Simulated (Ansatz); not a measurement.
## SnS₄Br₂ in Ansatz, relaxation

Run with:

```bash
ansatz run input.yaml --threads 2 --pin off --max-ram 2560MiB --backend cpu --events-out ev --progress --plain --runs-dir out
```

Input:

```yaml
crystal:
  lattice:
    - [6.760708, 0.0, 0.0]
    - [0.0, 6.792257, 0.0]
    - [-2.593067, 0.0, 7.891516]
  atoms:
    - { symbol: Br, position: [0.7681, 0.25, 0.5681] }
    - { symbol: Br, position: [0.2319, 0.75, 0.4319] }
    - { symbol: Br, position: [0.7182, 0.25, 0.0516] }
    - { symbol: Br, position: [0.2818, 0.75, 0.9484] }
    - { symbol: Sn, position: [0.2738, 0.75, 0.2008] }
    - { symbol: Sn, position: [0.7262, 0.25, 0.7992] }
    - { symbol: S, position: [0.0996, 0.25, 0.9245] }
    - { symbol: S, position: [0.9004, 0.75, 0.0755] }
    - { symbol: S, position: [0.4949, 0.9961, 0.261] }
    - { symbol: S, position: [0.5051, 0.4961, 0.739] }
    - { symbol: S, position: [0.5051, 0.0039, 0.739] }
    - { symbol: S, position: [0.4949, 0.5039, 0.261] }
    - { symbol: S, position: [0.0789, 0.25, 0.3734] }
    - { symbol: S, position: [0.9211, 0.75, 0.6266] }
  symmetry: { tolerance: 0.0003 }
kpoints:
  mp_grid: { grid: [4, 4, 4], shift: [0, 0, 0] }
magnetization:
  spin_polarized: false
scf:
  occupations: { method: cold, width: 0.0316 }
  lower_state_search: "off"
hamiltonian:
  pseudopotentials: { kind: paw }
  xc: pbe
basis:
  ecutwfc: 420
  fft_grid_basis: typed
relax:
  max_steps: 80
  cell: { p_target: 0.0 }
output:
  forces: true
  stress: true
  eigenvalues: true
  bader: false
  populations: true
  elf: true
  write_potential: true
  volumetric_format: npy
  dos:
    e_range: [-12, 8]
    de: 0.05
    projected: { site_lists: { Br: [Br], S: [S], Sn: [Sn] } }
  write_density: true
checkpoint:
  read: saved_state
```

Origin of the cell: a known structure type with other elements, at an estimated volume, so it need not be a known compound.

The saved state is a converged single point of the same cell.

Steps («new basis» is an SCF on plane waves selected anew at the same cell):

```tsv
step	ΔF (meV/atom)	max force component (eV/Å)	P (GPa)	volume (Å³)	SCF iterations	step was
1	0.0	14.191	22.72	362.38	7	accepted
3	-963.2	2.814	2.91	390.97	9	accepted
5	-1232.0	1.848	2.73	392.65	10	accepted
7	-1376.4	1.079	1.14	415.84	8	accepted
9	-1513.5	1.439	1.88	438.76	8	accepted
11	-1627.0	0.305	0.46	483.70	8	accepted
13	-1645.4	0.246	0.28	491.48	10	accepted
15	-1657.5	0.156	-0.48	498.41	8	accepted
17	-1682.8	0.370	-0.41	470.97	7	accepted
19	-1703.2	0.285	-0.25	445.38	7	accepted
21	-1704.8	0.255	0.28	464.87	8	accepted
23	-1709.5	0.038	-0.09	466.23	7	accepted
25	-1710.2	0.058	0.16	461.71	9	accepted
27	-1710.4	0.010	0.01	468.83	6	accepted
29	-1710.3	0.015	-0.02	471.61	7	rejected
31	-1716.8	0.007	0.22	470.57	7	new basis
33	-1719.0	0.047	0.06	487.08	7	accepted
35	-1719.1	0.051	0.04	489.01	10	accepted
37	-1718.9	0.073	0.00	498.46	8	rejected
39	-1719.2	0.007	0.00	498.49	9	accepted
41	-1719.2	0.004	0.00	501.10	9	accepted
```

Step 1, with forces in eV/Å:

```xyz
14
Lattice="6.761 0.000 0.000 0.000 6.792 0.000 -2.593 0.000 7.892" Properties=species:S:1:pos:R:3:forces:R:3 pbc="T T T" step=1
Br    3.720    1.698    4.483    7.725    0.000  -14.191
Br    0.448    5.094    3.408   -7.725    0.000   14.191
Br    4.722    1.698    0.407   -3.671    0.000   11.211
Br   -0.554    5.094    7.484    3.671    0.000  -11.211
Sn    1.330    5.094    1.585   -1.716    0.000   -4.920
Sn    2.837    1.698    6.307    1.716    0.000    4.920
S    -1.724    1.698    7.296    1.225    0.000    0.617
S     5.892    5.094    0.596   -1.225    0.000   -0.617
S     2.669    6.766    2.060    2.772    3.626    0.907
S     1.499    3.370    5.832   -2.772    3.626   -0.907
S     1.499    0.026    5.832   -2.772   -3.626   -0.907
S     2.669    3.423    2.060    2.772   -3.626    0.907
S    -0.435    1.698    2.947   -0.137    0.000   -0.405
S     4.602    5.094    4.945    0.137    0.000    0.405
```

Step 5, with forces in eV/Å:

```xyz
14
Lattice="6.672 0.000 -0.169 0.000 7.058 0.000 -2.756 0.000 8.408" Properties=species:S:1:pos:R:3:forces:R:3 pbc="T T T" step=5
Br    4.186    1.765    4.231   -0.962    0.000    0.423
Br   -0.270    5.294    4.008    0.962    0.000   -0.423
Br    4.735    1.765    0.899   -0.425    0.000    0.305
Br   -0.819    5.294    7.340    0.425    0.000   -0.305
Sn    0.835    5.294    1.453    0.992    0.000   -0.037
Sn    3.082    1.765    6.786   -0.992    0.000    0.037
S    -1.495    1.765    8.006    0.486    0.000    0.346
S     5.411    5.294    0.233   -0.486    0.000   -0.346
S     2.274    7.163    2.115   -0.961   -0.564   -0.359
S     1.642    3.634    6.124    0.961   -0.564    0.359
S     1.642   -0.105    6.124    0.961    0.564    0.359
S     2.274    3.425    2.115   -0.961    0.564   -0.359
S    -0.868    1.765    3.059    1.848    0.000   -1.087
S     4.784    5.294    5.180   -1.848    0.000    1.087
```

Step 10, with forces in eV/Å:

```xyz
14
Lattice="7.044 0.000 -0.703 0.000 7.475 0.000 -3.522 0.000 8.887" Properties=species:S:1:pos:R:3:forces:R:3 pbc="T T T" step=10
Br    4.119    1.869    4.284    0.303    0.000    0.131
Br   -0.597    5.606    3.900   -0.303    0.000   -0.131
Br    5.011    1.869    0.635   -0.017    0.000    0.038
Br   -1.489    5.606    7.549    0.017    0.000   -0.038
Sn    0.345    5.606    1.222   -0.301    0.000    0.774
Sn    3.177    1.869    6.962    0.301    0.000   -0.774
S    -1.793    1.869    9.087    0.814    0.000   -0.281
S     5.315    5.606   -0.903   -0.814    0.000    0.281
S     1.494    7.734    1.485    0.369    0.505    0.483
S     2.028    3.997    6.699   -0.369    0.505   -0.483
S     2.028   -0.259    6.699   -0.369   -0.505   -0.483
S     1.494    3.479    1.485    0.369   -0.505    0.483
S    -1.097    1.869    3.323   -0.133    0.000    0.398
S     4.619    5.606    4.861    0.133    0.000   -0.398
```

Step 14, with forces in eV/Å:

```xyz
14
Lattice="7.513 0.000 -0.587 0.000 7.721 0.000 -3.567 0.000 8.891" Properties=species:S:1:pos:R:3:forces:R:3 pbc="T T T" step=14
Br    5.072    1.930    4.441    0.072    0.000    0.134
Br   -1.126    5.791    3.864   -0.072    0.000   -0.134
Br    5.657    1.930    0.941    0.217    0.000    0.128
Br   -1.711    5.791    7.363   -0.217    0.000   -0.128
Sn    0.336    5.791    1.369   -0.038    0.000    0.124
Sn    3.610    1.930    6.935    0.038    0.000   -0.124
S    -1.683    1.930    9.137    0.019    0.000    0.223
S     5.630    5.791   -0.833   -0.019    0.000   -0.223
S     1.767    8.038    1.557    0.028   -0.016   -0.086
S     2.179    4.177    6.747   -0.028   -0.016    0.086
S     2.179   -0.317    6.747   -0.028    0.016    0.086
S     1.767    3.544    1.557    0.028    0.016   -0.086
S    -0.702    1.930    3.435   -0.170    0.000   -0.203
S     4.648    5.791    4.869    0.170    0.000    0.203
```

Step 19, with forces in eV/Å:

```xyz
14
Lattice="7.620 0.000 -0.559 0.000 6.590 0.000 -3.575 0.000 9.132" Properties=species:S:1:pos:R:3:forces:R:3 pbc="T T T" step=19
Br    5.990    1.647    4.842    0.174    0.000   -0.268
Br   -1.945    4.942    3.731   -0.174    0.000    0.268
Br    6.250    1.647    1.218    0.176    0.000    0.241
Br   -2.206    4.942    7.355   -0.176    0.000   -0.241
Sn    0.167    4.942    1.786    0.006    0.000   -0.088
Sn    3.878    1.647    6.786   -0.006    0.000    0.088
S    -1.586    1.647    9.360   -0.029    0.000    0.249
S     5.631    4.942   -0.787    0.029    0.000   -0.249
S     2.217    6.521    1.365   -0.054    0.171   -0.146
S     1.828    3.226    7.208    0.054    0.171    0.146
S     1.828    0.069    7.208    0.054   -0.171    0.146
S     2.217    3.364    1.365   -0.054   -0.171   -0.146
S    -0.068    1.647    3.590   -0.285    0.000   -0.012
S     4.113    4.942    4.983    0.285    0.000    0.012
```

Step 23, with forces in eV/Å:

```xyz
14
Lattice="7.584 0.000 -0.540 0.000 6.672 0.000 -3.540 0.000 9.466" Properties=species:S:1:pos:R:3:forces:R:3 pbc="T T T" step=23
Br    6.053    1.668    4.985   -0.005    0.000   -0.002
Br   -2.009    5.004    3.941    0.005    0.000    0.002
Br    6.270    1.668    1.436   -0.015    0.000    0.024
Br   -2.225    5.004    7.490    0.015    0.000   -0.024
Sn    0.142    5.004    1.832   -0.013    0.000   -0.038
Sn    3.903    1.668    7.094    0.013    0.000    0.038
S    -1.644    1.668    9.633   -0.026    0.000   -0.016
S     5.688    5.004   -0.707    0.026    0.000    0.016
S     2.139    6.611    1.264    0.002   -0.021   -0.004
S     1.906    3.275    7.661   -0.002   -0.021    0.004
S     1.906    0.061    7.661   -0.002    0.021    0.004
S     2.139    3.397    1.264    0.002    0.021   -0.004
S    -0.033    1.668    3.780    0.001    0.000   -0.032
S     4.078    5.004    5.146   -0.001    0.000    0.032
```

Step 32, with forces in eV/Å:

```xyz
14
Lattice="7.525 0.000 -0.406 0.000 6.664 0.000 -3.360 0.000 9.750" Properties=species:S:1:pos:R:3:forces:R:3 pbc="T T T" step=32
Br    6.121    1.666    5.261    0.015    0.000   -0.047
Br   -1.956    4.998    4.084   -0.015    0.000    0.047
Br    6.184    1.666    1.689   -0.022    0.000    0.008
Br   -2.019    4.998    7.656    0.022    0.000   -0.008
Sn    0.124    4.998    1.838    0.011    0.000    0.068
Sn    4.041    1.666    7.507   -0.011    0.000   -0.068
S    -1.513    1.666    9.897    0.062    0.000    0.043
S     5.678    4.998   -0.552   -0.062    0.000   -0.043
S     2.111    6.592    1.231   -0.005    0.010   -0.009
S     2.054    3.260    8.113    0.005    0.010    0.009
S     2.054    0.072    8.113    0.005   -0.010    0.009
S     2.111    3.404    1.231   -0.005   -0.010   -0.009
S     0.001    1.666    3.849   -0.002    0.000    0.038
S     4.164    4.998    5.496    0.002    0.000   -0.038
```

Step 42, with forces in eV/Å:

```xyz
14
Lattice="7.700 0.000 -0.416 0.000 6.672 0.000 -3.439 0.000 9.940" Properties=species:S:1:pos:R:3:forces:R:3 pbc="T T T" step=42
Br    6.268    1.668    5.319    0.003    0.000   -0.003
Br   -2.007    5.004    4.205   -0.003    0.000    0.003
Br    6.269    1.668    1.747   -0.001    0.000    0.001
Br   -2.008    5.004    7.777    0.001    0.000   -0.001
Sn    0.050    5.004    1.873    0.003    0.000    0.003
Sn    4.210    1.668    7.651   -0.003    0.000   -0.003
S    -1.601    1.668   10.142    0.000    0.000   -0.002
S     5.861    5.004   -0.619    0.000    0.000    0.002
S     2.050    6.595    1.287    0.001   -0.002    0.000
S     2.211    3.259    8.236   -0.001   -0.002    0.000
S     2.211    0.077    8.236   -0.001    0.002    0.000
S     2.050    3.413    1.287    0.001    0.002    0.000
S    -0.068    1.668    3.903   -0.002    0.000    0.003
S     4.329    5.004    5.621    0.002    0.000   -0.003
```

```yaml
Free_energy_lowered_by: 1719.3 meV/atom
Volume_change: 38.28 %
Final_pressure: 0.00 GPa
Relaxation_steps_listed: 42
Formation_energy_elements_under_the_same_functional_gases_as_molecules_uncorrected: 0.056 eV/atom
Gap_on_the_mesh: 0.87 eV
```

Caveats: no dispersion correction, so spacings can come out too large where layers or molecules are weakly bound; the exchange-correlation potential is rough where the density is thin; the given cell is far from equilibrium, with atoms too close or a volume far off; the relaxation held the start's symmetry, so the end may be a saddle point.

Time: 27 min on 2 threads of Arm Neoverse V1, with other jobs on the host, peak memory 1.2 GiB, from a saved density.
